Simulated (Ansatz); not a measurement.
Si₃Ge:
```
CELL_PARAMETERS angstrom
      3.88113     0.00000     0.00000
      0.00000     3.88113     0.00000
      0.00000     0.00000     5.47823
ATOMIC_POSITIONS crystal
  Si 0.50000 0.00000 0.75517
  Si 0.00000 0.00000 0.00000
  Si 0.00000 0.50000 0.24483
  Ge 0.50000 0.50000 0.50000
```

Relaxed with PBEsol. Special points in fractions of this cell's reciprocal vectors: Γ (0.000, 0.000, 0.000); X (0.000, 0.500, 0.000); M (0.500, 0.500, 0.000); Z (0.000, 0.000, 0.500); R (0.000, 0.500, 0.500); A (0.500, 0.500, 0.500).

### Question
List the band energies nearest the valence-band maximum at these points for the program Ansatz at the PBEsol with spin–orbit coupling level (PAW).

### Answer
In eV from the valence-band maximum; about four levels below and three above (degenerate sets whole), none deeper than 8.9 eV; points with the same levels are listed once.

```csv
k,below,above
Γ,-0.03 -0.03 0.00 0.00,0.48 0.48 0.67 0.67
X,-1.57 -1.57 -1.31 -1.31,2.06 2.06 2.43 2.43
M,-2.96 -2.96 -2.91 -2.91,0.21 0.21 0.66 0.66
Z,-1.92 -1.92 -1.85 -1.85,0.78 0.78 1.10 1.10
R,-1.28 -1.28 -1.14 -1.14,0.87 0.87 1.32 1.32
A,-3.96 -3.96 -3.90 -3.90,4.07 4.07 4.25 4.25 4.26 4.26
```

Space group P-4m2. The start of the workflow was typed in or built on a structure type; neither database checked (COD, Materials Project) lists it. Its standing as an ambient phase is unchecked. The PBEsol relaxation kept the symmetry of its start; whether a distortion lowers the energy is not shown.

Potentials: the earlier of the program's two PAW sets. The files were generated under PBE; for other functionals the program regenerates the frozen cores, and for LDA and PBEsol the local potential too.
